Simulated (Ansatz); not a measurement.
# zincblende-structured BiIr

The computed numbers are results of PBE, scalar-relativistic (no spin polarisation) in the plane-wave PAW code Ansatz at 420 eV, Γ-centred 10×10×10 mesh, 0.05 eV Gaussian smearing; PAW files: Ansatz's generated set soft_2.

```
CELL_PARAMETERS angstrom
0.00000 3.06748 3.06748
3.06748 0.00000 3.06748
3.06748 3.06748 0.00000
ATOMIC_POSITIONS crystal
Ir 0.00000 0.00000 0.00000
Bi 0.25000 0.25000 0.25000
```

The cell came from substitution into a structure type; whether the compound takes it is for experiment to say.

The cell has space group F-43m (read at 0.01 Å). In it the stress is 0.04, 0.04, 0.04, 0.00, 0.00, 0.00 GPa and the largest force component 0.000 eV/Å. Each change below starts from this cell, without further relaxation. Stress is in GPa, positive in compression, in the order xx, yy, zz, yz, xz, xy; energies are counted from the cell above and are free energies with the smearing's entropy, which match forces and stress in a metal.

Problem. What happens when atom 2 (Bi) is moved by 0.20 Å along y?

Solution. The energy changes by 195.4 meV per cell, and the force on it along the shift is -1.946 eV/Å (−F/u = 9.73 eV/Å²). Stress: 2.29, 0.14, 2.29, 0.00, -7.85, 0.00.
| atom | Fx (eV/Å) | Fy | Fz |
| --- | --- | --- | --- |
| Ir1 | 0.000 | 1.946 | 0.000 |
| Bi2 | 0.000 | -1.946 | 0.000 |
In a harmonic crystal the energy would rise by −½F·u = ½ × 9.73 × 0.20² eV = 194.6 meV, which matches.

Problem. What happens when atom 2 (Bi) is moved by 0.02 Å along z?

Solution. The energy changes by 2.0 meV per cell, and the force on it along the shift is -0.196 eV/Å (−F/u = 9.80 eV/Å²). Stress: 0.06, 0.06, 0.05, 0.00, 0.00, -0.76.
```
atom  Fx (eV/Å)     Fy      Fz
 Ir1      0.000  0.000   0.196
 Bi2      0.000  0.000  -0.196
```
In a harmonic crystal the energy would rise by −½F·u = ½ × 9.80 × 0.02² eV = 2.0 meV, which matches.

Problem. A single strain component, atoms carried along, gave the stress 0.05, 0.05, 0.05, 0.50, 0.00, 0.00. Which component, and about how large?

Solution. An engineering strain of -1 % in yz; the energy changes by 0.9 meV per cell.

Problem. What stress follows from an engineering strain of 2 % in xy, atoms carried along?

Solution. 0.08, 0.08, 0.07, 0.00, 0.00, -0.98 GPa; the energy changes by 3.6 meV per cell.
```
atom  Fx (eV/Å)     Fy      Fz
 Ir1      0.000  0.000   0.275
 Bi2      0.000  0.000  -0.275
```
The change of the stress over the strain gives a clamped-atom stiffness of about 49 GPa for this component.
In a harmonic crystal the energy would rise by V(½Cε² − σ₀ε), with σ₀ the stress of the unstrained cell, = 3.5 meV, which matches.

Problem. All atoms and the cell are disturbed at random:
```
CELL_PARAMETERS angstrom
-0.01070 3.10460 3.05380
3.05464 0.01345 3.02965
3.08264 3.10846 -0.01455
ATOMIC_POSITIONS crystal
Ir 0.00493 0.99980 0.99290
Bi 0.24507 0.25020 0.25710
```
Give the energy change, the stress and the forces.

Solution. 14.7 meV per cell; stress -0.48, -0.47, -0.35, -1.78, 0.05, 0.78 GPa.
| atom | Fx (eV/Å) | Fy | Fz |
| --- | --- | --- | --- |
| Ir1 | 0.476 | -0.001 | -0.201 |
| Bi2 | -0.476 | 0.001 | 0.201 |

Problem. All atoms and the cell are disturbed at random:
```
CELL_PARAMETERS angstrom
0.02049 3.07755 3.11344
3.08500 0.01629 3.11764
3.12643 3.12317 -0.02514
ATOMIC_POSITIONS crystal
Ir 0.03718 0.95969 0.00242
Bi 0.21282 0.29031 0.24758
```
Give the energy change, the stress and the forces.

Solution. 611.1 meV per cell; stress 0.83, 0.65, 3.98, -8.77, 9.56, -4.95 GPa.
```tsv
atom	Fx (eV/Å)	Fy	Fz
Ir1	2.503	-2.717	2.223
Bi2	-2.503	2.717	-2.223
```

Scalar-relativistic only: spin–orbit splittings of the heavy atoms' levels are missing.
